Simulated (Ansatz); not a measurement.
Input and command of a calculation in Ansatz (plane waves; scalar-relativistic PAW potentials unless the input names others):

```yaml
crystal:
  lattice:
    - [6.4699940245, -1.9173939159, 0.0008303254]
    - [6.4699940245, 1.9173939159, 0.0008303254]
    - [-6.1214155664, 0.0, 7.7411712749]
  atoms:
    - { symbol: "Y", position: [0.7603303517, 0.7603303517, 0.6486377502] }
    - { symbol: "Y", position: [0.2396696483, 0.2396696483, 0.3513622498] }
    - { symbol: "Y", position: [0.4368662028, 0.4368662028, 0.1460561276] }
    - { symbol: "Y", position: [0.5631337972, 0.5631337972, 0.8539438724] }
    - { symbol: S, position: [0.0, 0.0, 0.0] }
    - { symbol: S, position: [0.1737918362, 0.1737918362, 0.7839675722] }
    - { symbol: S, position: [0.8262081638, 0.8262081638, 0.2160324278] }
    - { symbol: "N", position: [0.6434521149, 0.6434521149, 0.3614954318] }
    - { symbol: "N", position: [0.3565478851, 0.3565478851, 0.6385045682] }
basis:
  ecutwfc: 420
kpoints:
  mp_grid: { grid: [6, 6, 3] }
hamiltonian:
  xc: pbe
  hubbard: { sites: [{ species: "Y", l: d, u_eff: 6.0 }], double_counting: fll }
scf:
  occupations: { method: gaussian, width: 0.02 }
  mixing: { algorithm: anderson, beta: 0.1, ndim: 8 }
output:
  forces: true
  eigenvalues: true
  stress: true
```

```bash
ansatz run input.yaml --threads 4 --pin off --max-ram 9216MiB --backend cpu --events-out ev --progress --plain --runs-dir out
```

Abridged log:
```
Basis set: ecut = 420 eV, 3779 PW (Γ), FFT grids on a1−a2, a2, a1+a3, exchange–correlation on 54×96×108 points (8 copies of the dense FFT grid, shifted against one another)
Bands: 45, of which v1, the nominal top of the filled ones, is band 36 counted from 1 (35 counted from 0)
Symmetry: 4 space group operations
k-points: 34 of 108
SCF iter   1: F=—  HF=-18874.477436 eV  |F-HF|=—  |Δ(HF+E_count)|=         —  Δρ=7.63e-2  dr2=1.93e1  ethr=3.10e-3  ⟨swp⟩=7.8  Hψ=6984  notcnv=0
SCF iter   2: F=—  HF=-18872.870993 eV  |F-HF|=—  |Δ(HF+E_count)|=    1.61e0  Δρ=6.06e-2  dr2=1.30e1  ethr=3.10e-3  ⟨swp⟩=2.0  Hψ=2546  notcnv=0  defer=48  κ⁻¹=1.0e0(r=1)
SCF iter   3: F=—  HF=-18870.269080 eV  |F-HF|=—  |Δ(HF+E_count)|=    2.60e0  Δρ=3.20e-2  dr2=1.50e0  ethr=3.10e-3  ⟨swp⟩=3.9  Hψ=2692  notcnv=0  defer=51  κ⁻¹=5.3e-5(r=2)
SCF iter   4: F=—  HF=-18870.462630 eV  |F-HF|=—  |Δ(HF+E_count)|=   1.94e-1  Δρ=2.14e-2  dr2=1.83e0  ethr=2.09e-3  ⟨swp⟩=2.3  Hψ=2632  notcnv=0  defer=125  κ⁻¹=6.9e-5(r=3)
SCF iter   5: F=—  HF=-18870.280503 eV  |F-HF|=—  |Δ(HF+E_count)|=   1.82e-1  Δρ=6.51e-3  dr2=1.25e-1  ethr=2.09e-3  ⟨swp⟩=3.0  Hψ=2268  notcnv=0  defer=125  κ⁻¹=2.7e-6(r=4)
SCF iter   6: F=—  HF=-18870.283639 eV  |F-HF|=—  |Δ(HF+E_count)|=   3.14e-3  Δρ=4.03e-3  dr2=3.41e-2  ethr=1.73e-4  ⟨swp⟩=3.3  Hψ=2716  notcnv=0  defer=121  κ⁻¹=1.1e-6(r=5)
SCF iter   7: F=—  HF=-18870.285671 eV  |F-HF|=—  |Δ(HF+E_count)|=   2.03e-3  Δρ=2.35e-3  dr2=1.30e-2  ethr=4.73e-5  ⟨swp⟩=2.6  Hψ=2255  notcnv=0  defer=121  κ⁻¹=7.7e-7(r=6)
SCF iter   8: F=—  HF=-18870.287996 eV  |F-HF|=—  |Δ(HF+E_count)|=   2.33e-3  Δρ=1.18e-3  dr2=2.56e-3  ethr=1.81e-5  ⟨swp⟩=2.0  Hψ=1908  notcnv=0  defer=121  κ⁻¹=2.9e-7(r=7)
   ...
SCF iter  10: F=—  HF=-18870.290672 eV  |F-HF|=—  |Δ(HF+E_count)|=   4.18e-4  Δρ=2.93e-4  dr2=1.40e-4  ethr=6.07e-7  ⟨swp⟩=2.1  Hψ=2101  notcnv=0  defer=121  κ⁻¹=1.8e-7(r=7)
SCF iter  11: F=—  HF=-18870.290833 eV  |F-HF|=—  |Δ(HF+E_count)|=   1.61e-4  Δρ=1.39e-4  dr2=4.75e-5  ethr=1.94e-7  ⟨swp⟩=2.0  Hψ=2319  notcnv=0  defer=121  κ⁻¹=1.6e-7(r=7)
SCF iter  12: F=—  HF=-18870.290853 eV  |F-HF|=—  |Δ(HF+E_count)|=   1.95e-5  Δρ=7.11e-5  dr2=1.14e-5  ethr=6.60e-8  ⟨swp⟩=2.0  Hψ=1948  notcnv=0  defer=121  κ⁻¹=1.2e-6(r=7)
SCF iter  13: F=—  HF=-18870.290869 eV  |F-HF|=—  |Δ(HF+E_count)|=   1.64e-5  Δρ=3.61e-5  dr2=2.28e-6  ethr=1.58e-8  ⟨swp⟩=2.0  Hψ=2293  notcnv=0  defer=121  κ⁻¹=2.6e-6(r=7)
SCF iter  14: F=—  HF=-18870.290869 eV  |F-HF|=—  |Δ(HF+E_count)|=   4.58e-7  Δρ=3.31e-5  dr2=1.91e-6  ethr=3.17e-9  ⟨swp⟩=1.0  Hψ=1409  notcnv=0  defer=121  κ⁻¹=8.3e-7(r=7)
SCF iter  15: F=—  HF=-18870.290872 eV  |F-HF|=—  |Δ(HF+E_count)|=   2.57e-6  Δρ=8.27e-6  dr2=1.34e-7  ethr=2.66e-9  ⟨swp⟩=2.0  Hψ=2293  notcnv=0  defer=121  κ⁻¹=4.9e-7(r=7)
SCF iter  16: F=—  HF=-18870.290872 eV  |F-HF|=—  |Δ(HF+E_count)|=   2.44e-8  Δρ=7.97e-6  dr2=1.07e-7  ethr=1.39e-10  ⟨swp⟩=15.3  Hψ=7197  notcnv=0  κ⁻¹=7.6e-7(r=7)
SCF iter  17: F=-18870.290872 eV  HF=-18870.290872 eV  |F-HF|=3.13e-8  |Δ(HF+E_count)|=   1.15e-7  Δρ=4.16e-6  dr2=3.03e-8  ethr=1.39e-10  ⟨swp⟩=4.5  Hψ=5124  notcnv=0
SCF 1 converged in 17 iterations: F = -18870.290872 eV  dr2 = 3.03e-8
SCF converged after 17 iterations
Stability not checked: this state was not tested for a lower state beside it, because the mixer in use, unlike msr1, does not test its closes by its own steps (another_mixer; see scf.mixing.algorithm and scf.lower_state_search)
Free energy (F): -18870.290872 eV
Harris-Foulkes:  -18870.290872 eV  (|F-HF|=3.13e-8)
Internal energy: -18870.290872 eV  (E = F + TS)
E sigma→0 (E₀):  -18870.290872 eV
Fermi energy:    10.026930 eV
--- Forces (eV/Å), atoms counted from 1 ---
  atom   1  Y     -0.17950698     0.00000000    -0.11778884
  atom   2  Y      0.17950698     0.00000000     0.11778884
  atom   3  Y     -0.03921779     0.00000000    -0.10495160
  atom   4  Y      0.03921779     0.00000000     0.10495160
  atom   5  S      0.00000000     0.00000000     0.00000000
  atom   6  S      0.17157658     0.00000000    -0.01488756
  atom   7  S     -0.17157658     0.00000000     0.01488756
  atom   8  N     -0.08090218     0.00000000    -0.19140668
  atom   9  N      0.08090218     0.00000000     0.19140668
--- Stress (GPa, compression-positive) ---
        8.128822       0.000000      -0.639127
        0.000000       8.478957       0.000000
       -0.639127       0.000000       7.215060
  P = ⅓ Tr σ = 7.9409 GPa (79.409 kbar)
Occupation matrices written to <dir>
```

Apart from outputs, empty bands and the relaxation, which only the reference makes, the input differs from a reference run on usual settings in kpoints.mp_grid.grid: [8, 8, 4] → [6, 6, 3]; scf.mixing.algorithm: not typed → "anderson"; scf.mixing.beta: not typed → 0.1; scf.mixing.ndim: not typed → 8; hamiltonian.hubbard: not typed → {"sites": [{"species": "Y", "l": "d", "u_eff": 6.0}], "double_counting": "fll"}. The reference, at the same geometry, ended its own course with pressure 0.01 GPa, largest force 0.003 eV/Å, gap on the mesh 1.44 eV. This run converged in 17 SCF iterations with an energy at zero smearing 1.8 eV/atom above the reference's (the Hamiltonian itself differs), pressure 7.94 GPa, largest force 0.215 eV/Å, gap on the mesh 2.61 eV. Its k mesh is looser than usual. The Hamiltonian differs as well, so the change in the result can't be put down to that alone.

The run took 8.3 s on 4 threads of Arm Neoverse V2, on a shared host, peak memory 0.85 GiB.